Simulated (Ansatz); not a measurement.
**Run on MnHg (P4/mmm) — collinear moments**

The calculation used DFT, LDA, PAW with Ansatz's default frozen-core files, scalar-relativistic in Ansatz.

Command: `ansatz run input.yaml --threads 2 --pin off --max-ram 3072MiB --backend cpu --events-out ev --progress --plain --runs-dir out`

```yaml
crystal:
  lattice:
    - [3.288, 0.0, 0.0]
    - [0.0, 3.288, 0.0]
    - [0.0, 0.0, 3.313]
  atoms:
    - { symbol: Mn, position: [0.5, 0.5, 0.5], spin: 4.0 }
    - { symbol: Hg, position: [0.0, 0.0, 0.0] }
magnetization:
  spin_polarized: true
kpoints:
  mp_grid: { grid: [10, 10, 10] }
scf:
  occupations: { method: fermi_dirac, width: 0.05 }
  lower_state_search: "off"
hamiltonian:
  xc: lda
  pseudopotentials: { kind: paw }
output:
  forces: true
  stress: true
  eigenvalues: true
```

Log:

```
Engine: ansatz 0.2.0
Pseudopotentials: kind: paw
Pseudopotential: Mn, paw, valence charge 15, recommended cutoff 420 eV (normal), Mn.paw.azcp
Pseudopotential: Hg, paw, valence charge 20, recommended cutoff 420 eV (normal), Hg.paw.azcp
Functional definition: SPW92
  exchange = slater_x
  correlation = pw_c
Crystal: 2 atoms, lattice volume = 35.817 Å³
Basis set: ecut = 420 eV, 739 PW (Γ)
Bands: 24, of which v1, the nominal top of the filled ones, is band 18 counted from 1 (17 counted from 0)
Symmetry: 16 space group operations
Space group: P4/mmm (ITA 123), of the structure as read, at distance tolerance 3.3e-5 Å
Magnetic group: BNS 123.339 (UNI 999), of the structure as read, at distance tolerance 3.3e-5 Å
k-points: 126 of 1000
Non-local potential: Mn, projectors of the file, l = 0: 3, l = 1: 2, l = 2: 3, l = 3: 1
Non-local potential: Hg, projectors of the file, l = 0: 3, l = 1: 2, l = 2: 2, l = 3: 1
PAW form: soft (Blöchl's): semilocal exchange-correlation on the pseudo side does not see the compensation charge
PAW frozen core: Mn, regenerated for the run's functional, and the local potential with it (the file was generated under x = pbe(κ = 0.804, μ = 0.2195149727645171), c = pbe(β = 0.06672455060314922))
PAW frozen core: Hg, regenerated for the run's functional, and the local potential with it (the file was generated under x = pbe(κ = 0.804, μ = 0.2195149727645171), c = pbe(β = 0.06672455060314922))
PAW one-centre angular grid: Mn, 590 points (default); XC on 64 Gauss nodes
PAW one-centre angular grid: Hg, 590 points (default); XC on 64 Gauss nodes
Initial density: superposition of atomic densities (chi_scale 0.1, normalization cell)
Starting moments: Σ|m| = 4 μB on 1 of 2 sites
Initial wavefunctions: pseudopotential atomic-orbital guess
Functional: x = slater, c = lda
SCF iter   1: F=—  HF=-17363.745941 eV  |F-HF|=—  |Δ(HF+E_count)|=         —  Δρ=6.77e-2 (↑4.60e-2 ↓6.77e-2)  dr2=6.26e0  dr2_m=6.70e-2  M=3.444 μB ∫|m|=3.587 μB  β_m=0.30  ethr=3.10e-3  ⟨swp⟩=4.8  Hψ=22264  notcnv=0
preconditioner: auto → Kerker (q_TF=auto, 2.718 Å⁻¹)  [metal: Δε(μ)=0.002 eV  Ē_g=9.721 eV  σ=0.050 eV  W_gap=0.01  n_scr=18 (ndim 8)  ℏωp=27.0 eV  f_vac=0.000  D(μ)=3.21/eV (n_scr^D=32)]
spin=Collinear: Kerker preconditioning applied to the charge; magnetization (m = ρ↑ − ρ↓) channel mixes plain (no charge-response kernel on spin).
SCF iter   2: F=—  HF=-17362.944656 eV  |F-HF|=—  |Δ(HF+E_count)|=   8.01e-1  Δρ=2.11e-2 (↑1.84e-2 ↓2.11e-2)  dr2=8.93e-1  dr2_m=1.59e-2  M=3.682 μB ∫|m|=3.831 μB  β_m=0.30  ethr=3.10e-3  ⟨swp⟩=2.4  Hψ=10782  notcnv=0  defer=194
Mixer restart at iter 2: flushing history
[...]
SCF iter   6: F=—  HF=-17362.664479 eV  |F-HF|=—  |Δ(HF+E_count)|=   3.23e-3  Δρ=1.17e-3 (↑1.17e-3 ↓6.89e-4)  dr2=1.20e-4  dr2_m=2.26e-4  M=3.773 μB ∫|m|=3.954 μB  β_m=0.76  ethr=5.22e-5  ⟨swp⟩=2.0  Hψ=8274  notcnv=0  defer=210
SCF iter   7: F=—  HF=-17362.664564 eV  |F-HF|=—  |Δ(HF+E_count)|=   8.47e-5  Δρ=5.69e-4 (↑5.69e-4 ↓2.56e-4)  dr2=2.02e-4  dr2_m=9.63e-6  M=3.775 μB ∫|m|=3.956 μB  β_m=0.88  ethr=3.43e-7  ⟨swp⟩=2.0  Hψ=10782  notcnv=0  defer=210
SCF iter   8: F=—  HF=-17362.664543 eV  |F-HF|=—  |Δ(HF+E_count)|=   2.10e-5  Δρ=3.18e-5 (↑3.04e-5 ↓3.18e-5)  dr2=1.78e-7  dr2_m=2.50e-7  M=3.776 μB ∫|m|=3.958 μB  β_m=0.90  ethr=3.43e-7  ⟨swp⟩=2.0  Hψ=6758  notcnv=0  defer=210
SCF iter   9: F=—  HF=-17362.664537 eV  |F-HF|=—  |Δ(HF+E_count)|=   5.68e-6  Δρ=2.32e-5 (↑1.89e-5 ↓2.32e-5)  dr2=6.02e-7  dr2_m=4.53e-9  M=3.777 μB ∫|m|=3.958 μB  β_m=0.95  ethr=2.86e-10  ⟨swp⟩=7.6  Hψ=27247  notcnv=0
SCF iter  10: F=-17362.664537 eV  HF=-17362.664537 eV  |F-HF|=3.95e-9  |Δ(HF+E_count)|=   6.59e-8  Δρ=2.61e-6 (↑2.12e-6 ↓2.61e-6)  dr2=6.16e-9  dr2_m=4.65e-11  M=3.777 μB ∫|m|=3.958 μB  ethr=2.86e-10  ⟨swp⟩=2.9  Hψ=21363  notcnv=0
SCF 1 converged in 10 iterations: F = -17362.664537 eV  dr2 = 6.16e-9
  greatest PAW one-centre occupation: 1.003 electrons in one spin orbital (limit 2), on the Mn atom at site 0 (counted from 0), in its partial waves of l = 1
SCF converged after 10 iterations
Magnetization: 3.7766 μB (19.3883 up, 15.6117 down)
Absolute magnetization: 3.9626 μB (∫|ρ↑−ρ↓|, with the PAW one-centre terms)
Spin contamination: 0.1148 ħ² per cell (⟨S²⟩ above its minimum at these occupations)
Per-site moments (μB) at R_I (Å): [(3.716064493864049, 1.1775747433980837), (-0.02014594253638195, 1.1775747433980837)]
Free energy (F): -17362.664537 eV
Harris-Foulkes:  -17362.664537 eV  (|F-HF|=3.95e-9)
Internal energy: -17362.646100 eV  (E = F + TS)
E sigma→0 (E₀):  -17362.655319 eV
Entropy (-TS):   -0.018437 eV (-9.219 meV/atom)
Fermi energy:    16.081715 eV
--- Per-component energies (eV) ---
  E_band       = -594.020961
  E_kinetic    = 905.718643
  E_local      = -4216.355723  (includes V_loc(G=0)·N_el)
  E_nonlocal   = 331.870496
  E_hartree    = 1770.986573
  E_xc         = -330.512308
  E_vxc        = -405.552466  (∫ρ·V_xc dr)
  E_paw        = -10901.091716  (= ΣΔE_a)
  E_vpaw       = -751.676906  (= ΣTr[D̂ρ^β])
  E_aug_tail   = 0.000847  (compensation charges beyond the density's cutoff)
  E_ewald      = -4924.222958
  E_core_change = 0.960046  (= ΣΔE_core)
  E_smearing   = -0.018437  (= −TS)
  E_closure    = -0.000000  (closes the sum)
  Σ components = -17362.664537   (vs F -17362.664537, Δ=0.00e0)
--- Forces (eV/Å), atoms counted from 1 ---
  atom   1  Mn     0.00000000     0.00000000     0.00000000
  atom   2  Hg    -0.00000000     0.00000000     0.00000000
  max |Σ_I F_I| component: 9.74e-29 eV/Å
--- Stress (GPa, compression-positive) ---
       -8.754585       0.000000       0.000000
        0.000000      -8.754585       0.000000
        0.000000       0.000000      -8.798443
  P = ⅓ Tr σ = -8.7692 GPa (-87.692 kbar)
--- Band table (eV; the first three rows and the last of 252) ---
  k-point 0 ↑: bands = ["-99.5114", "-64.2706", "-47.7769", "-47.7762", "-47.7762", "-33.3773", "-33.3717", "-33.3717", "6.3603", "7.8592", "7.8711", "9.0553", "9.0553", "9.0748", "13.4803", "13.4959", "14.3440", "14.3440", "14.3478", "20.8535", "21.0670", "21.0670", "24.9404", "27.5214"]
  k-point 1 ↑: bands = ["-99.5114", "-64.2705", "-47.7780", "-47.7761", "-47.7761", "-33.3790", "-33.3717", "-33.3717", "6.5155", "7.8857", "7.9462", "9.0245", "9.0245", "9.0889", "13.4452", "13.5104", "14.2552", "14.2552", "14.3267", "19.7006", "21.3731", "21.3731", "25.6025", "27.6348"]
  k-point 2 ↑: bands = ["-99.5114", "-64.2702", "-47.7811", "-47.7758", "-47.7758", "-33.3834", "-33.3714", "-33.3714", "6.9413", "7.9567", "8.1880", "8.9447", "8.9447", "9.1264", "13.3511", "13.5126", "14.0450", "14.0450", "14.2708", "17.7059", "22.2237", "22.2237", "26.0608", "27.6193"]
  k-point 125 ↓: bands = ["-99.4886", "-60.4489", "-47.7652", "-47.7652", "-47.7643", "-29.6751", "-29.6725", "-29.6725", "8.1025", "8.1187", "8.1187", "9.7251", "9.7474", "14.5200", "14.5226", "14.5226", "16.5219", "17.9020", "17.9223", "21.8428", "21.8428", "21.8530", "21.8530", "21.8881"]
```

Site moments (μB): Mn1 3.72, Hg2 -0.02. Cell moment 3.78 μB.

The magnetic group in the log treats spin as a scalar label, without spin–orbit coupling.

The PAW files were made with PBE; the program remakes their cores once for the run's functional and then keeps them frozen. The Ansatz runs typed with the search for lower states off end where their start leads. Spin–orbit coupling is left out although heavy atoms are present. None of this fixes the real material's magnetic order: only patterns that fit the cell were computed, at zero temperature, with a functional that can overstate moments.

It took 3.3 s on 2 threads of Intel(R) Xeon(R) 6975P-C (Granite Rapids), with other jobs on the host, peak memory 0.47 GiB.
